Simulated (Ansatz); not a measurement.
InP:
```cif
data_In3P3
_chemical_formula_sum 'In3 P3'
_space_group_name_H-M_alt 'P 1'
_space_group_IT_number 1
_cell_length_a 4.13847
_cell_length_b 4.13847
_cell_length_c 9.35034
_cell_angle_alpha 90.000
_cell_angle_beta 90.000
_cell_angle_gamma 120.000
loop_
_space_group_symop_operation_xyz
  'x, y, z'
loop_
_atom_site_label
_atom_site_type_symbol
_atom_site_fract_x
_atom_site_fract_y
_atom_site_fract_z
_atom_site_occupancy
In1 In 0.50057 0.00000 0.66667 1
In2 In 0.00000 0.50057 0.33333 1
In3 In 0.49943 0.49943 0.00000 1
P1 P 0.50030 0.00000 0.16667 1
P2 P 0.00000 0.50030 0.83333 1
P3 P 0.49970 0.49970 0.50000 1
```

Relaxed with r²SCAN. The program Ansatz at the r²SCAN level (PAW) gives a gap of 0.42 eV.

What gap does HSE06 give on the same cell (Ansatz, PAW)?

0.66 eV, 0.24 eV more. The hybrid was solved on a coarser mesh and at special points; its gap is the smallest among all of these.

Cost on shared cores: the r²SCAN run (SCF on a 8×8×3 mesh, then bands and DOS) about 4 core-minutes (a rough figure), the HSE06 run (SCF on 5×5×2, then a few points) about 2.8 core-minutes (a rough figure); the tasks are unlike.

Space group P6_222. The start of the workflow was typed in or built on a structure type; neither database checked (COD, Materials Project) lists it. It is not the phase usual at ambient conditions (space group No. 216). The cell was relaxed with r²SCAN under the symmetry of its start; whether a distortion lowers the energy is not shown. Scalar-relativistic: spin–orbit coupling is off unless named, which matters more the heavier the elements.

Potentials: the later of the program's two PAW sets.
